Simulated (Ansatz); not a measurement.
## Fields on a plane of Tl (hcp, Mg type)

```
CELL_PARAMETERS angstrom
      3.60750     0.00000     0.00000
     -1.80375     3.12418     0.00000
      0.00000     0.00000     5.57674
ATOMIC_POSITIONS crystal
  Tl 0.33333 0.66667 0.75000
  Tl 0.66667 0.33333 0.25000
```

The slice is a (0001) plane (indices of the conventional cell) through the point (0.667, 0.333, 0.250) (fractional), spanned by u = [110] and v = [1 -1 0] in vectors of this cell: u (3.61 Å) and v (6.25 Å, at 90° to u). It covers one period; positions are fractions (u, v).

Atoms on it: Tl at (0.00, 0.00); Tl at (0.50, 0.50).

Calculation: PBE (plane waves to 420 eV, PAW, scalar-relativistic; Ansatz, an electronic-structure program). k mesh 15×15×9. Inside the PAW spheres the values are not all-electron values, and peaks at nuclei hang on which shells count as valence. Spin-orbit coupling is left out, though Tl is heavy. The PAW data are Ansatz's earlier set. The relaxed volume of Tl is well above the measured one; the method has no dispersion term. Tl was relaxed with its symmetry unable to fall.

| v \ u | 0.00 | 0.12 | 0.25 | 0.38 | 0.50 | 0.62 | 0.75 | 0.88 |
|---|---|---|---|---|---|---|---|---|
| 0.86 | 0.42 | 0.42 | 0.33 | 0.19 | 0.11 | 0.19 | 0.33 | 0.42 |
| 0.71 | 0.15 | 0.14 | 0.18 | 0.27 | 0.31 | 0.27 | 0.18 | 0.14 |
| 0.57 | 0.14 | 0.27 | 0.41 | 0.24 | x | 0.24 | 0.41 | 0.27 |
| 0.43 | 0.13 | 0.27 | 0.42 | 0.24 | x | 0.24 | 0.42 | 0.27 |
| 0.29 | 0.14 | 0.13 | 0.17 | 0.27 | 0.30 | 0.27 | 0.17 | 0.13 |
| 0.14 | 0.42 | 0.42 | 0.32 | 0.19 | 0.13 | 0.19 | 0.32 | 0.42 |
| 0.00 | x | x | 0.42 | 0.29 | 0.14 | 0.29 | 0.42 | x |

Values: electron localisation function (ELF). Points within 0.5 Å of a nucleus are blanked (x), as the pseudised field means little there.

```tsv
v \ u	0.00	0.12	0.25	0.38	0.50	0.62	0.75	0.88
0.86	0.1	-0.2	-0.6	-1.0	-1.2	-1.0	-0.6	-0.2
0.71	-1.1	-1.1	-1.0	-0.8	-0.7	-0.8	-1.0	-1.1
0.57	-1.1	-0.8	-0.2	0.4	0.6	0.4	-0.2	-0.8
0.43	-1.1	-0.8	-0.2	0.4	0.6	0.4	-0.2	-0.8
0.29	-1.2	-1.1	-1.0	-0.8	-0.7	-0.8	-1.0	-1.1
0.14	0.1	-0.2	-0.6	-1.0	-1.2	-1.0	-0.6	-0.2
0.00	0.8	0.6	0.0	-0.7	-1.1	-0.7	0.0	0.6
```

Values: log₁₀ of the valence density in e/Å³. The scale is logarithmic, as a density can span decades between atoms and voids.

- Density on the Tl–Tl line (3.61 Å) at its midpoint: 0.09 e/Å³
- ELF at that point: 0.14
